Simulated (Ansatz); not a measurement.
# Structure search: one CaS₂ candidate

All numbers below come from DFT PBE, scalar-relativistic, plane waves, PAW (Ansatz 0.2.0). Cutoff 420 eV, Gaussian smearing, Γ-centred meshes. Cell and atoms relax first on a coarse mesh and then on a finer one. In between, the cell is made exact in the group found at 0.06 Å. In metals the finer mesh still leaves noise of several meV/atom or more. The steps can't lower the symmetry of their start. No spin polarisation.

A trial structure of CaS₂ was built thus: Ca between sheets of the Se type, stage 1 (C2/m, No. 12) (sites filled 1 of 2). A sheet's type names the database crystal that the layer was cut from. The dimensions are guesses.

```cif
data_structure
_symmetry_space_group_name_H-M 'C2/m'
_symmetry_Int_Tables_number 12
_cell_length_a 4.7053
_cell_length_b 4.7053
_cell_length_c 4.5430
_cell_angle_alpha 90.000
_cell_angle_beta 105.007
_cell_angle_gamma 90.000
_cell_volume 97.15
loop_
_atom_site_label
_atom_site_type_symbol
_atom_site_symmetry_multiplicity
_atom_site_Wyckoff_symbol
_atom_site_fract_x
_atom_site_fract_y
_atom_site_fract_z
_atom_site_occupancy
Ca1 Ca 2 d 0.50000 0.00000 0.50000 1
S1 S 4 e 0.25000 0.25000 0.00000 1
```

Formation energies are uncorrected and refer to the elements' standard structures at the same level.

Q: Which structure results?

A: The symmetry goes from C2/m (No. 12) to Cmmm (No. 65). The volume per atom grows by 40.6 %, from 16.2 to 22.8 Å³. The shortest distance goes from 2.35 Å (S–S) to 2.44 Å (S–S). The energy falls by about 1.1 eV/atom (the start's value is from the coarse mesh). Conventional cell: a = 4.875 Å, b = 7.304 Å, c = 3.837 Å. Around Ca lie 8 S at 2.92 Å; around S lie 2 S at 2.44 Å and 4 Ca at 2.92 Å.

```cif
data_structure
_symmetry_space_group_name_H-M 'P 1'
_symmetry_Int_Tables_number 1
_cell_length_a 4.3905
_cell_length_b 4.3905
_cell_length_c 3.8374
_cell_angle_alpha 90.000
_cell_angle_beta 90.000
_cell_angle_gamma 112.557
_cell_volume 68.31
loop_
_atom_site_label
_atom_site_type_symbol
_atom_site_fract_x
_atom_site_fract_y
_atom_site_fract_z
_atom_site_occupancy
Ca1 Ca 0.50000 0.50000 0.50000 1
S1 S 0.00000 0.50000 0.00000 1
S2 S 0.50000 0.00000 0.00000 1
```

Q: How does it come out in energy, and is it a metal?

A: The formation energy is −1.20 eV/atom and the gap on the 12×12×12 mesh of the 3-atom cell is 0 eV (a metal).

Whether it is stable depends on the other phases of the system, which aren't compared here.

The last run used Gaussian smearing of 0.10 eV. The reference form of S is held partly by dispersion forces, which this level lacks. A structure relaxed within its symmetry needn't be a true minimum.
